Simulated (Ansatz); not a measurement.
Relaxed Si (diamond):

```
CELL_PARAMETERS angstrom
      0.00000     2.71678     2.71678
      2.71678     0.00000     2.71678
      2.71678     2.71678     0.00000
ATOMIC_POSITIONS crystal
  Si 0.50000 0.50000 0.50000
  Si 0.75000 0.75000 0.75000
```

In this cell atom 1 (Si, nearest neighbour Si at 2.353 Å; its periodic images, 3.8 Å or more away, move with it) is moved by u·(1.000, 0.000, 0.000) + v·(0.000, 1.000, 0.000); the rest is frozen.

Level of theory: PBEsol (plane waves to 420 eV, PAW, scalar-relativistic; Ansatz, a first-principles code). k mesh 9×9×9 (Γ-centred), Fermi-Dirac smearing 0.05 eV. Energies are smeared free energies. As the smearing reaches across the gap at some points, energies and forces of such displacements shift with the k mesh and the smearing. Si was relaxed with its symmetry unable to fall. The PAW data are Ansatz's earlier set. The last digit holds for this mesh only.

Changes of ΔE (meV/cell) from the point u = 0.000 Å, v = 0.000 Å when one coordinate moves alone (two changes are said to add if the coupling is within 5 % of the smaller one, nearly so within 20 %):

```json
[
 {"point": "u = 0.000 Å, v = -0.590 Å", "change": "1874.7"},
 {"point": "u = 0.000 Å, v = -0.393 Å", "change": "922.8"},
 {"point": "u = 0.000 Å, v = -0.197 Å", "change": "247.5"},
 {"point": "u = -0.590 Å, v = 0.000 Å", "change": "1874.7"},
 {"point": "u = -0.393 Å, v = 0.000 Å", "change": "922.8"},
 {"point": "u = -0.197 Å, v = 0.000 Å", "change": "247.5"},
 {"point": "u = 0.197 Å, v = 0.000 Å", "change": "247.5"},
 {"point": "u = 0.393 Å, v = 0.000 Å", "change": "922.8"},
 {"point": "u = 0.590 Å, v = 0.000 Å", "change": "1874.7"},
 {"point": "u = 0.000 Å, v = 0.197 Å", "change": "247.5"},
 {"point": "u = 0.000 Å, v = 0.393 Å", "change": "922.8"},
 {"point": "u = 0.000 Å, v = 0.590 Å", "change": "1874.7"}
]
```

Task: Do the two effects add at u = -0.197 Å, v = 0.197 Å? Give the computed change.

Result: The sum of the single changes is 247.5 + (247.5) = 495.0; the calculation gives 499.4, so they add (within 5 % of the smaller single change).

Task: What is the change at u = -0.590 Å, v = 0.393 Å, where both move, and how far is it from the sum?

Result: The sum of the single changes is 1874.7 + (922.8) = 2797.5; the calculation gives 3151.7, so the coupling contributes 354.2 (over 20 % of the smaller single change, not additive).

Task: Do the two effects add at u = -0.197 Å, v = -0.590 Å? Give the computed change.

Result: The sum of the single changes is 247.5 + (1874.7) = 2122.2; the calculation gives 2199.0, so the coupling contributes 76.8 (over 20 % of the smaller single change, not additive).

(For displaced atoms, the force is minus the slope of the energy, and its curvature is a force constant, which sets phonon frequencies.)
